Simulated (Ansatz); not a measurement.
This guess for LiSn₂ is about to be relaxed.

```cif
data_structure
_symmetry_space_group_name_H-M 'P6mm'
_symmetry_Int_Tables_number 183
_cell_length_a 5.1420
_cell_length_b 5.1420
_cell_length_c 5.1968
_cell_angle_alpha 90.000
_cell_angle_beta 90.000
_cell_angle_gamma 120.000
_cell_volume 119.00
loop_
_atom_site_label
_atom_site_type_symbol
_atom_site_symmetry_multiplicity
_atom_site_Wyckoff_symbol
_atom_site_fract_x
_atom_site_fract_y
_atom_site_fract_z
_atom_site_occupancy
Li1 Li 1 a 0.00000 0.00000 0.59515 1
Sn1 Sn 2 b 0.33333 0.66667 0.16588 1
```

Method: DFT PBE, scalar-relativistic, plane waves, PAW (Ansatz 0.2.0). Cutoff 420 eV, Gaussian smearing, Γ-centred meshes. Cell and atoms relax first on a coarse mesh and then on a finer one. In between, the cell is made exact in the group found at 0.06 Å. In metals the finer mesh still leaves noise of several meV/atom or more. The steps can't lower the symmetry of their start. No spin polarisation.

A guess keeps its type if space group and coordination stay and the shape of the cell changes little (axis ratios within about 15 %, angles within 6°); the volume may change.

**Question.** Does it keep its structure type, or change into something else?

**Answer.** It doesn't keep its type. The symmetry goes from P6mm (No. 183) to P6/mmm (No. 191). The volume per atom shrinks by 37.3 %, from 39.7 to 24.9 Å³. The shortest distance goes from 2.97 Å (Sn–Sn) to 3.02 Å (Sn–Sn). Counting neighbours within 15 % of an atom's shortest distance, the start has Li 12, Sn 3 and the end Li 14, Sn 11. In detail, at the end Li has 2 Li at 3.14 Å and 12 Sn at 3.41 Å; Sn is surrounded by 5 Sn at 3.02–3.14 Å and 6 Li at 3.41 Å.

```
CELL_PARAMETERS angstrom
5.23411 0.00000 0.00000
-2.61705 4.53287 0.00000
0.00000 0.00000 3.14322
ATOMIC_POSITIONS crystal
Li 0.00000 0.00000 0.50000
Sn 0.33333 0.66667 0.00000
Sn 0.66667 0.33333 0.00000
```

The last run used a 12×12×14 mesh (in the run's order of axes) for its 3-atom cell and Gaussian smearing of 0.10 eV. A later test with randomly moved atoms came back to the same energy, though modes that don't fit the test's cell weren't probed.
